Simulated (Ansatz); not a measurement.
## Relaxed lattice of Ta₄O against the dispersion correction

Method: plane-wave DFT with PAW (Ansatz; 420 eV, 500 eV for r²SCAN). Each run relaxes cell and atoms to zero pressure from this start:

```
Ta O
1.0
     3.25750    0.00000    0.00000
     0.00000    3.25750    0.00000
     0.00000    0.00000    7.40934
Ta O
4 1
Direct
  0.00000 0.00000 0.50000
  0.50000 0.50000 0.78316
  0.50000 0.50000 0.21684
  0.00000 0.00000 0.00000
  0.50000 0.50000 0.50000
```

| Property | Result |
| --- | --- |
| Γ-centred k-mesh | 12×12×6 |
| occupation rule | Gaussian smearing, 0.1 eV |
| spin treatment | unpolarised |

Lengths are those of the conventional cell, space group P4/mmm.

Task: Order by relaxed volume, smallest first.
A. PBE, D3(BJ)
B. r2SCAN, rVV10
C. PBE, D4
D. PBE, none
E. r2SCAN, none
F. PBE, D3(BJ)+ATM

Result: A (15.25 Å³/atom), B (15.29 Å³/atom), F (15.33 Å³/atom), E (15.42 Å³/atom), C (15.46 Å³/atom), D (15.67 Å³/atom).

```tsv
dispersion correction	a (Å)	c (Å)	volume (Å³/atom)	gap on mesh (eV)
PBE, none	3.254	7.396	15.67	metal
PBE, D3(BJ)	3.220	7.354	15.25	metal
PBE, D3(BJ)+ATM	3.226	7.362	15.33	metal
PBE, D4	3.237	7.375	15.46	metal
r2SCAN, none	3.243	7.332	15.42	metal
r2SCAN, rVV10	3.231	7.320	15.29	metal
```

Cost: 6 runs of about 17 core-minutes in all, on Arm Neoverse V1 (shared hosts).